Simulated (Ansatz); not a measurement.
An Ansatz input:

```yaml
crystal:
  lattice:
    - [2.7859739949, 0.0, 0.0]
    - [-1.3929869974, 2.4127242539, 0.0]
    - [0.0, 0.0, 4.658618983]
  atoms:
    - { symbol: Au, position: [0.3333333333, 0.6666666667, 0.25] }
    - { symbol: Au, position: [0.6666666667, 0.3333333333, 0.75] }
hamiltonian:
  xc: pbesol
  pseudopotentials:
    kind: paw
    azcp:
      Au: "pseudopotentials/Au.paw.azcp"
basis:
  ecutwfc: 420
  fft_grid_basis: typed
kpoints:
  mp_grid: { grid: [14, 14, 8], shift: [0, 0, 0] }
magnetization:
  spin_polarized: false
scf:
  occupations: { method: fermi_dirac, width: 0.1 }
  lower_state_search: "off"
output:
  stress: true
```

and its output:

```
Warning: the record states the generating functional pbe (its physics header spells it `PBE`), which answers neither for hamiltonian.xc's functional nor for the pbesol family's — results may be inconsistent (PPs are generated against a specific XC)
Engine: ansatz 0.2.0, x86_64-unknown-linux-gnu
Pseudopotentials: kind: paw
Pseudopotential: Au, paw, valence charge 19, recommended cutoff 420 eV (normal) 
Functional definition: PBEsol
  exchange = pbesol_x
  correlation = pbesol_c
Crystal: 2 atoms, lattice volume = 31.314 Å³
Basis set: ecut = 420 eV, 603 PW (Γ)
Bands: 23, of which v1, the nominal top of the filled ones, is band 19 counted from 1 (18 counted from 0)
Symmetry: 24 space group operations
Space group: P63/mmc (ITA 194), of the structure as read, at distance tolerance 3.2e-5 Å
k-points: 120 of 1568
Non-local potential: Au, projectors of the file, l = 0: 3, l = 1: 2, l = 2: 2, l = 3: 1
PAW form: soft (Blöchl's): semilocal exchange-correlation on the pseudo side does not see the compensation charge
PAW frozen core: Au, regenerated for the run's functional, and the local potential with it (the file was generated under x = pbe(κ = 0.804, μ = 0.2195149727645171), c = pbe(β = 0.06672455060314922))
PAW one-centre angular grid: Au, 590 points (default); XC on 64 Gauss nodes
Initial density: superposition of atomic densities (neutral atoms: chi_scale 0, normalization atom), corrected by the library's trained network
Initial wavefunctions: pseudopotential atomic-orbital guess
Functional: x = pbesol(κ = 0.804, μ = 0.12345679012345678), c = pbesol(β = 0.046)
SCF iter   1: F=—  HF=-26014.048332 eV  |F-HF|=—  |Δ(HF+E_count)|=         —  Δρ=7.63e-3  dr2=1.63e-2  ethr=1.77e-3  ⟨swp⟩=4.3  Hψ=10247  notcnv=0
SCF iter   2: F=—  HF=-26014.045057 eV  |F-HF|=—  |Δ(HF+E_count)|=   3.28e-3  Δρ=3.45e-3  dr2=3.05e-3  ethr=4.29e-5  ⟨swp⟩=2.0  Hψ=5033  notcnv=0
SCF iter   3: F=—  HF=-26014.044225 eV  |F-HF|=—  |Δ(HF+E_count)|=   8.31e-4  Δρ=7.18e-4  dr2=7.42e-5  ethr=8.03e-6  ⟨swp⟩=2.0  Hψ=3872  notcnv=0
SCF iter   4: F=—  HF=-26014.044249 eV  |F-HF|=—  |Δ(HF+E_count)|=   2.35e-5  Δρ=1.13e-4  dr2=1.93e-6  ethr=1.95e-7  ⟨swp⟩=2.4  Hψ=4551  notcnv=0
SCF iter   5: F=—  HF=-26014.044249 eV  |F-HF|=—  |Δ(HF+E_count)|=   4.00e-7  Δρ=2.32e-5  dr2=1.74e-7  ethr=5.08e-9  ⟨swp⟩=2.7  Hψ=5104  notcnv=0
SCF iter   6: F=-26014.044249 eV  HF=-26014.044249 eV  |F-HF|=9.35e-10  |Δ(HF+E_count)|=   1.56e-8  Δρ=4.45e-6  dr2=5.17e-9  ethr=2.63e-10  ⟨swp⟩=4.0  Hψ=8994  notcnv=0
SCF 1 converged in 6 iterations: F = -26014.044249 eV  dr2 = 5.17e-9
SCF converged after 6 iterations
Free energy (F): -26014.044249 eV
Harris-Foulkes:  -26014.044249 eV  (|F-HF|=9.35e-10)
Internal energy: -26014.021127 eV  (E = F + TS)
E sigma→0 (E₀):  -26014.032688 eV
Entropy (-TS):   -0.023123 eV (-11.561 meV/atom)
Fermi energy:    22.902842 eV
--- Per-component energies (eV) ---
  E_band       = -342.132971
  E_kinetic    = 1213.796470
  E_local      = -3159.639573  (includes V_loc(G=0)·N_el)
  E_nonlocal   = 154.905362
  E_hartree    = 1364.016667
  E_xc         = -455.433251
  E_vxc        = -552.256167  (∫ρ·V_xc dr)
  E_paw        = -19131.427557  (= ΣΔE_a)
  E_vpaw       = -726.974178  (= ΣTr[D̂ρ^β])
  E_aug_tail   = 0.002809  (compensation charges beyond the density's cutoff)
  E_ewald      = -6000.861012
  E_core_change = 0.618958  (= ΣΔE_core)
  E_smearing   = -0.023123  (= −TS)
  E_closure    = 0.000000  (closes the sum)
  Σ components = -26014.044249   (vs F -26014.044249, Δ=0.00e0)
--- Stress (GPa, compression-positive) ---
       18.648007      -0.000000       0.000000
       -0.000000      18.648007       0.000000
        0.000000       0.000000      18.219545
  P = ⅓ Tr σ = 18.5052 GPa (185.052 kbar)
```
